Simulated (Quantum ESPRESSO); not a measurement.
## ZnAl3ON3 (one run as intended and one with a planted mistake)

Simulated, not a measurement. The program is pw.x of Quantum ESPRESSO 7.5 (plane-wave density functional theory). The cell is made up: 8 atoms on a wurtzite lattice, with randomly drawn elements, strain and displacements, not relaxed. PseudoDojo standard norm-conserving files (v0.5 for PBE, v0.4.1 for LDA and PBEsol) set the functional; there is no spin polarisation, spin-orbit coupling or dispersion term, and the masses in the input are unused placeholders.

Intended input:

```
&control calculation='scf', pseudo_dir='./dojo.nc.sr.pbe.v0_5.standard.upf', outdir='./o', disk_io='medium', tprnfor=.true., tstress=.true. /
&system ibrav=0, nat=8, ntyp=4, nbnd=31, ecutwfc=84.00895049, nosym=.true., tot_charge=0,
 occupations='smearing', smearing='fd', degauss=0.0018374661
/
&electrons conv_thr=7.350e-09, electron_maxstep=60, /
ATOMIC_SPECIES
Al 1.0 Al.upf
N 1.0 N.upf
O 1.0 O.upf
Zn 1.0 Zn.upf
CELL_PARAMETERS angstrom
3.1364 0.0303 -0.0074
0.0524 5.3648 0.0328
-0.012 0.0309 5.0892
ATOMIC_POSITIONS angstrom
Zn 0.0412 0.06 0.0379
Al 1.4989 2.6871 0.0665
Al 1.5695 0.8769 2.6417
Al 0.1232 3.5092 2.3575
O 0.0118 -0.0172 1.9219
N 1.5692 2.6955 1.9322
N 1.6935 0.8655 4.4438
N -0.0415 3.7694 4.5854
K_POINTS automatic
6 4 4 1 1 1
```

The log is shortened where brackets say so; the opening notice, blank lines, dates and the lines on written files are dropped, and the path of the files is cut. It prints rydbergs, bohrs and kilobars, and counts compression as positive stress. Where no state is partly filled, the Fermi energy that it prints is only some level between the filled and the empty states on the mesh, and need not lie in the true gap.

Log of the intended run:

```
     Program PWSCF v.7.5
     Parallel version (MPI & OpenMP), running on       1 processor cores
     Number of MPI processes:                 1
     Threads/MPI process:                     1
     [start-up lines left out]
     bravais-lattice index     =            0
     lattice parameter (alat)  =       5.9272  a.u.
     unit-cell volume          =     577.7919 (a.u.)^3
     number of atoms/cell      =            8
     number of atomic types    =            4
     number of electrons       =        50.00
     number of Kohn-Sham states=           31
     kinetic-energy cutoff     =      84.0090  Ry
     charge density cutoff     =     336.0358  Ry
     scf convergence threshold =      7.3E-09
     mixing beta               =       0.7000
     number of iterations used =            8  plain     mixing
     Exchange-correlation= PBE
                           (   1   4   3   4   0   0   0)
     [axes and pseudopotential details left out]
   Cartesian axes
     site n.     atom                  positions (alat units)
         1        Zn     tau(   1) = (   0.0131354   0.0191293   0.0120833  )
         2        Al     tau(   2) = (   0.4778810   0.8567042   0.0212016  )
         3        Al     tau(   3) = (   0.5003897   0.2795742   0.8422297  )
         4        Al     tau(   4) = (   0.0392788   1.1188071   0.7516208  )
         5        O      tau(   5) = (   0.0037621  -0.0054837   0.6127423  )
         6        N      tau(   6) = (   0.5002941   0.8593823   0.6160262  )
         7        N      tau(   7) = (   0.5399236   0.2759397   1.4167773  )
         8        N      tau(   8) = (  -0.0132311   1.2017643   1.4619224  )
     number of k points=    48  Fermi-Dirac smearing, width (Ry)=  0.0018
                       cart. coord. in units 2pi/alat
        k(    1) = (   0.0828250   0.0718033   0.0767988), wk =   0.0416667
        k(    2) = (   0.0831977   0.0708576   0.2308844), wk =   0.0416667
     [further k points left out]
     Dense  grid:    60087 G-vectors     FFT dimensions: (  36,  60,  60)
     Estimated max dynamical RAM per process >      75.76 MB
     Initial potential from superposition of free atoms
     starting charge      49.9925, renormalised to      50.0000
     Starting wfcs are   38 randomized atomic wfcs
     total cpu time spent up to now is       10.8 secs
     per-process dynamical memory:    51.3 Mb
     Self-consistent Calculation
     iteration #  1     ecut=    84.01 Ry     beta= 0.70
     Davidson diagonalization with overlap
     ethr =  1.00E-02,  avg # of iterations =  3.2
     total cpu time spent up to now is       37.5 secs
     total energy              =    -526.68629873 Ry
     estimated scf accuracy    <       2.39439181 Ry
     iteration #  2     ecut=    84.01 Ry     beta= 0.70
     Davidson diagonalization with overlap
     ethr =  4.79E-03,  avg # of iterations =  3.2
     total cpu time spent up to now is       58.5 secs
     total energy              =    -527.29533880 Ry
     estimated scf accuracy    <       2.35778962 Ry
     [iterations 3 to 10 left out]
     iteration # 11     ecut=    84.01 Ry     beta= 0.70
     Davidson diagonalization with overlap
     ethr =  4.24E-10,  avg # of iterations =  2.0
     total cpu time spent up to now is      229.8 secs
     total energy              =    -527.75080933 Ry
     estimated scf accuracy    <       0.00000002 Ry
     iteration # 12     ecut=    84.01 Ry     beta= 0.70
     Davidson diagonalization with overlap
     ethr =  3.22E-11,  avg # of iterations =  3.0
     total cpu time spent up to now is      244.8 secs
     End of self-consistent calculation
     [lines on levels left out]
     the Fermi energy is    10.7483 ev
!    total energy              =    -527.75080933 Ry
     estimated scf accuracy    <          3.2E-09 Ry
     smearing contrib. (-TS)   =      -0.00000000 Ry
     internal energy E=F+TS    =    -527.75080933 Ry
     The total energy is F=E-TS. E is the sum of the following terms:
     one-electron contribution =    -450.02939561 Ry
     hartree contribution      =     249.66324956 Ry
     xc contribution           =     -78.87705369 Ry
     ewald contribution        =    -248.50760960 Ry
     convergence has been achieved in  12 iterations
     Forces acting on atoms (cartesian axes, Ry/au):
     atom    1 type  4   force =     0.08324119    0.04589658   -0.03691152
     atom    2 type  1   force =     0.03543879    0.01634406   -0.12840877
     atom    3 type  1   force =     0.00773511    0.01829426    0.01215503
     atom    4 type  1   force =    -0.13352727    0.06320180    0.13317650
     atom    5 type  3   force =     0.00592387    0.01236431    0.12264375
     atom    6 type  2   force =     0.10660963   -0.07652350   -0.00796887
     atom    7 type  2   force =    -0.10431550    0.15475577   -0.03265085
     atom    8 type  2   force =    -0.00110582   -0.23433327   -0.06203525
     Total force =     0.442363     Total SCF correction =     0.000092
     Computing stress (Cartesian axis) and pressure
          total   stress  (Ry/bohr**3)                   (kbar)     P=      106.60
   0.00093913  -0.00054968   0.00008450          138.15      -80.86       12.43
  -0.00054968   0.00081192   0.00001749          -80.86      119.44        2.57
   0.00008450   0.00001749   0.00042287           12.43        2.57       62.21
     init_run     :     10.05s CPU     10.71s WALL (       1 calls)
     electrons    :    221.51s CPU    233.97s WALL (       1 calls)
     forces       :      2.42s CPU      2.45s WALL (       1 calls)
     stress       :     10.00s CPU     10.04s WALL (       1 calls)
     [timing details left out]
     PWSCF        :   4m 4.15s CPU   4m17.43s WALL
     JOB DONE.
```

A second run has one planted mistake: the cell and the positions are scaled by a wrong factor. The input lines that differ, file-writing options aside:

```
- 3.1364 0.0303 -0.0074
+ 3.089 0.0298 -0.0073
- 0.0524 5.3648 0.0328
+ 0.0516 5.2838 0.0323
- -0.012 0.0309 5.0892
+ -0.0118 0.0304 5.0124
- Zn 0.0412 0.06 0.0379
+ Zn 0.0406 0.0591 0.0373
- Al 1.4989 2.6871 0.0665
+ Al 1.4763 2.6465 0.0655
- Al 1.5695 0.8769 2.6417
+ Al 1.5458 0.8637 2.6018
- Al 0.1232 3.5092 2.3575
+ Al 0.1213 3.4562 2.3219
- O 0.0118 -0.0172 1.9219
+ O 0.0116 -0.0169 1.8929
- N 1.5692 2.6955 1.9322
+ N 1.5455 2.6548 1.903
- N 1.6935 0.8655 4.4438
+ N 1.6679 0.8524 4.3767
- N -0.0415 3.7694 4.5854
+ N -0.0409 3.7125 4.5162
```

Its log:

```
     Program PWSCF v.7.5
     Parallel version (MPI & OpenMP), running on       1 processor cores
     Number of MPI processes:                 1
     Threads/MPI process:                     1
     [start-up lines left out]
     bravais-lattice index     =            0
     lattice parameter (alat)  =       5.8377  a.u.
     unit-cell volume          =     552.0101 (a.u.)^3
     number of atoms/cell      =            8
     number of atomic types    =            4
     number of electrons       =        50.00
     number of Kohn-Sham states=           31
     kinetic-energy cutoff     =      84.0090  Ry
     charge density cutoff     =     336.0358  Ry
     scf convergence threshold =      7.3E-09
     mixing beta               =       0.7000
     number of iterations used =            8  plain     mixing
     Exchange-correlation= PBE
                           (   1   4   3   4   0   0   0)
     [axes and pseudopotential details left out]
   Cartesian axes
     site n.     atom                  positions (alat units)
         1        Zn     tau(   1) = (   0.0131428   0.0191315   0.0120745  )
         2        Al     tau(   2) = (   0.4778981   0.8567075   0.0212032  )
         3        Al     tau(   3) = (   0.5003962   0.2795913   0.8422375  )
         4        Al     tau(   4) = (   0.0392664   1.1188182   0.7516301  )
         5        O      tau(   5) = (   0.0037551  -0.0054708   0.6127571  )
         6        N      tau(   6) = (   0.5002991   0.8593943   0.6160266  )
         7        N      tau(   7) = (   0.5399216   0.2759333   1.4167964  )
         8        N      tau(   8) = (  -0.0132399   1.2017860   1.4619544  )
     number of k points=    48  Fermi-Dirac smearing, width (Ry)=  0.0018
                       cart. coord. in units 2pi/alat
        k(    1) = (   0.0828262   0.0718024   0.0767973), wk =   0.0416667
        k(    2) = (   0.0831995   0.0708569   0.2308794), wk =   0.0416667
     [further k points left out]
     Dense  grid:    57395 G-vectors     FFT dimensions: (  36,  60,  60)
     Estimated max dynamical RAM per process >      73.05 MB
     Initial potential from superposition of free atoms
     starting charge      49.9925, renormalised to      50.0000
     Starting wfcs are   38 randomized atomic wfcs
     total cpu time spent up to now is        8.4 secs
     per-process dynamical memory:    56.5 Mb
     Self-consistent Calculation
     iteration #  1     ecut=    84.01 Ry     beta= 0.70
     Davidson diagonalization with overlap
     ethr =  1.00E-02,  avg # of iterations =  3.2
     total cpu time spent up to now is       26.6 secs
     total energy              =    -526.66114432 Ry
     estimated scf accuracy    <       2.42523756 Ry
     iteration #  2     ecut=    84.01 Ry     beta= 0.70
     Davidson diagonalization with overlap
     ethr =  4.85E-03,  avg # of iterations =  3.0
     total cpu time spent up to now is       43.4 secs
     total energy              =    -527.31116238 Ry
     estimated scf accuracy    <       2.14145283 Ry
     [iterations 3 to 10 left out]
     iteration # 11     ecut=    84.01 Ry     beta= 0.70
     Davidson diagonalization with overlap
     ethr =  3.98E-10,  avg # of iterations =  2.0
     total cpu time spent up to now is      155.8 secs
     total energy              =    -527.72333834 Ry
     estimated scf accuracy    <          9.4E-09 Ry
     iteration # 12     ecut=    84.01 Ry     beta= 0.70
     Davidson diagonalization with overlap
     ethr =  1.88E-11,  avg # of iterations =  3.2
     total cpu time spent up to now is      168.1 secs
     End of self-consistent calculation
     [lines on levels left out]
     the Fermi energy is    11.6102 ev
!    total energy              =    -527.72333834 Ry
     estimated scf accuracy    <          2.0E-09 Ry
     smearing contrib. (-TS)   =      -0.00000000 Ry
     internal energy E=F+TS    =    -527.72333834 Ry
     The total energy is F=E-TS. E is the sum of the following terms:
     one-electron contribution =    -443.97014690 Ry
     hartree contribution      =     247.67792845 Ry
     xc contribution           =     -79.11352035 Ry
     ewald contribution        =    -252.31759953 Ry
     convergence has been achieved in  12 iterations
     Forces acting on atoms (cartesian axes, Ry/au):
     atom    1 type  4   force =     0.09692556    0.05617466   -0.03126042
     atom    2 type  1   force =     0.03829668    0.01381608   -0.13951125
     atom    3 type  1   force =     0.00695794    0.01749219    0.00337342
     atom    4 type  1   force =    -0.15046568    0.07112771    0.14705352
     atom    5 type  3   force =     0.00562197    0.01509047    0.13393683
     atom    6 type  2   force =     0.12300355   -0.08628469   -0.00608822
     atom    7 type  2   force =    -0.11501664    0.16767895   -0.03238101
     atom    8 type  2   force =    -0.00532338   -0.25509537   -0.07512287
     Total force =     0.488147     Total SCF correction =     0.000112
     Computing stress (Cartesian axis) and pressure
          total   stress  (Ry/bohr**3)                   (kbar)     P=      210.60
   0.00169263  -0.00065201   0.00010621          248.99      -95.91       15.62
  -0.00065201   0.00152377   0.00003449          -95.91      224.15        5.07
   0.00010621   0.00003449   0.00107853           15.62        5.07      158.66
     init_run     :      7.82s CPU      8.22s WALL (       1 calls)
     electrons    :    143.00s CPU    159.73s WALL (       1 calls)
     forces       :      1.59s CPU      1.62s WALL (       1 calls)
     stress       :      5.89s CPU      5.92s WALL (       1 calls)
     [timing details left out]
     PWSCF        :   2m38.49s CPU   2m56.70s WALL
     JOB DONE.
```

|  | intended run | run with the mistake |
| --- | --- | --- |
| free energy (eV) | -7180.416 | -7180.042 |
| smearing term -TS (eV) | 0.0000 | 0.0000 |
| pressure (GPa) | 10.66 | 21.06 |
| largest force component (eV/Å) | 6.025 | 6.559 |
| largest change of a force component (eV/Å) |  | 0.534 |
| iterations | 12 | 12 |

For scale, a rerun of the intended cell at 1437 eV and a 8 x 6 x 6 mesh moved values by no more than 0.002 eV in energy, 0.03 GPa in stress and 0.002 eV/Å in force.